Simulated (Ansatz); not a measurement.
Here is the system:

Starting cell, PbS (rock salt):

```
CELL_PARAMETERS angstrom
      0.00000     5.97449     5.97449
      2.98725     0.00000     2.98725
      2.98725     2.98725     0.00000
ATOMIC_POSITIONS crystal
  S  0.00000 0.00000 0.00000
  S  0.50000 0.00000 0.00000
  Pb 0.25000 0.50000 0.50000
  Pb 0.75000 0.50000 0.50000
```

The atoms are displaced by Q × the pattern below (from a DFPT mode at L = (0.5, 0.0, 0.0), largest move 1; Q in Å), at fixed cell. (q is in reciprocal vectors of the primitive cell; the cell shown is doubled to hold the pattern.)

| atom | x | y | z |
|---|---|---|---|
| Pb3 | -0.577 | 0.577 | 0.577 |
| Pb4 | 0.577 | -0.577 | -0.577 |

Atoms not listed stay in place.

Computed with r2SCAN (plane waves to 500 eV, PAW, scalar-relativistic; Ansatz, a first-principles code). k mesh 5×10×10 (Γ-centred), Fermi-Dirac smearing 0.05 eV. The energy includes the smearing's −TS. PbS was relaxed with its symmetry unable to fall. Spin-orbit coupling is left out, though Pb is heavy. ΔE is measured from the undisplaced structure.

The scan covers Q from -0.180 to 0.180 Å in 13 points.

**Question.** Which space group does the distorted structure have?

**Answer.** R-3m (No. 166), lowered from Fm-3m.

**Question.** What is the energy change at Q = 0.180 Å?

**Answer.** 280.5 meV/cell.

**Question.** What harmonic wavenumber does the curvature at Q = 0 give?

**Answer.** 107 cm⁻¹.

(A displaced cell: forces are minus the slopes of the energy, force constants its curvatures, and phonons follow from these.)
